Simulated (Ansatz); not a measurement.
Starting cell, ZrB$_{2}$ (AlB2 type, space group P6/mmm):

```yaml
crystal:
  lattice:
    - [6.33540, 0.00000, 0.00000]
    - [-1.58385, 2.74331, 0.00000]
    - [0.00000, 0.00000, 3.55026]
  atoms:
    - { symbol: Zr, position: [0.00000, 0.00000, 0.00000] }
    - { symbol: Zr, position: [0.50000, 0.00000, 0.00000] }
    - { symbol: B, position: [0.16667, 0.66667, 0.50000] }
    - { symbol: B, position: [0.66667, 0.66667, 0.50000] }
    - { symbol: B, position: [0.33333, 0.33333, 0.50000] }
    - { symbol: B, position: [0.83333, 0.33333, 0.50000] }
```

The atoms are displaced by Q × the pattern below (from a DFPT mode at M = (0.5, 0.0, 0.0), largest move 1; Q in Å), at fixed cell. (q is in reciprocal vectors of the primitive cell; the cell shown is doubled to hold the pattern.)

```json
[
 {"atom": "B3", "x": "0.866", "y": "0.500", "z": "0.000"},
 {"atom": "B4", "x": "-0.866", "y": "-0.500", "z": "0.000"},
 {"atom": "B5", "x": "0.866", "y": "0.500", "z": "0.000"},
 {"atom": "B6", "x": "-0.866", "y": "-0.500", "z": "0.000"}
]
```

Atoms not listed stay in place.

Calculation: r2SCAN (plane waves to 500 eV, PAW, scalar-relativistic; Ansatz, a program for electronic structure). k mesh 17×17×13 (Γ-centred), Fermi-Dirac smearing 0.05 eV. E stands for the smeared free energy. With partly filled bands, energies and forces of such displacements shift with the k mesh and the smearing. ZrB2 is run without spin polarisation. ZrB2 was relaxed with its symmetry unable to fall. ΔE is measured from the undisplaced structure. The last digit holds for this mesh only.

```json
[
 {"Q (Å)": "-0.2800", "ΔE (meV/cell)": "4595.9"},
 {"Q (Å)": "-0.2333", "ΔE (meV/cell)": "2824.4"},
 {"Q (Å)": "-0.1867", "ΔE (meV/cell)": "1631.7"},
 {"Q (Å)": "-0.1400", "ΔE (meV/cell)": "withheld"},
 {"Q (Å)": "-0.0933", "ΔE (meV/cell)": "354.8"},
 {"Q (Å)": "-0.0467", "ΔE (meV/cell)": "85.7"},
 {"Q (Å)": "0.0000", "ΔE (meV/cell)": "0.0"},
 {"Q (Å)": "0.0467", "ΔE (meV/cell)": "85.7"},
 {"Q (Å)": "0.0933", "ΔE (meV/cell)": "354.8"},
 {"Q (Å)": "0.1400", "ΔE (meV/cell)": "withheld"},
 {"Q (Å)": "0.1867", "ΔE (meV/cell)": "1631.7"},
 {"Q (Å)": "0.2333", "ΔE (meV/cell)": "2824.4"},
 {"Q (Å)": "0.2800", "ΔE (meV/cell)": "4595.9"}
]
```

Question: Fit an even polynomial form (powers 2, 4, 6) to the given rows and predict ΔE at Q = -0.1400.

Answer: Least squares on the 11 given rows: ΔE = (38810)·Q² + (211900)·Q⁴ + (520500)·Q⁶, in meV/cell with Q in Å; root-mean-square residual 0.38 meV/cell. At -0.1400 the fit gives 846.0 meV/cell; the calculation gives 846.4 meV/cell, so the interpolation is off by -0.4 (-0.0 %). The quadratic term alone would give 760.7 meV/cell.

(For displaced atoms, the force is minus the slope of the energy, and its curvature is a force constant, which sets phonon frequencies.)
